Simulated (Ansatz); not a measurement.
AlN:
```xyz
2
Lattice="0.0000 2.0189 2.0189 2.0189 0.0000 2.0189 2.0189 2.0189 0.0000" Properties=species:S:1:pos:R:3 pbc="T T T"
Al     0.0000     0.0000     0.0000
N      2.0189     2.0189     2.0189
```

Relaxed with r²SCAN. Special points in fractions of this cell's reciprocal vectors: Γ (0.000, 0.000, 0.000); X (0.500, 0.000, 0.500); U (0.625, 0.250, 0.625); K (0.375, 0.375, 0.750); L (0.500, 0.500, 0.500); W (0.500, 0.250, 0.750).

Q: List the band energies nearest the valence-band maximum at these points for the program Ansatz at the r²SCAN level (PAW).

A: In eV from the valence-band maximum; about four levels below and three above (degenerate sets whole), none deeper than 8.9 eV; … stands for higher levels left out; points with the same levels are listed once.

```
k              below             above
-  -----------------  ----------------
Γ     0.00 0.00 0.00            6.53 …
X  -7.56 -2.90 -2.90   5.52 6.01 15.43
U  -6.68 -5.55 -2.39  6.74 10.19 14.01
L  -8.46 -1.15 -1.15  6.94 11.97 11.97
W  -5.84 -5.84 -3.95  9.09 11.70 11.70
```

Space group Fm-3m (rock salt). This is a known high-pressure phase of the composition, computed here at zero pressure and temperature. The cell was relaxed with r²SCAN under the symmetry of its start; its stability against distortions is not shown here. The volume moved by -16 % from the start of the relaxation.

Potentials: the later of the program's two PAW sets.
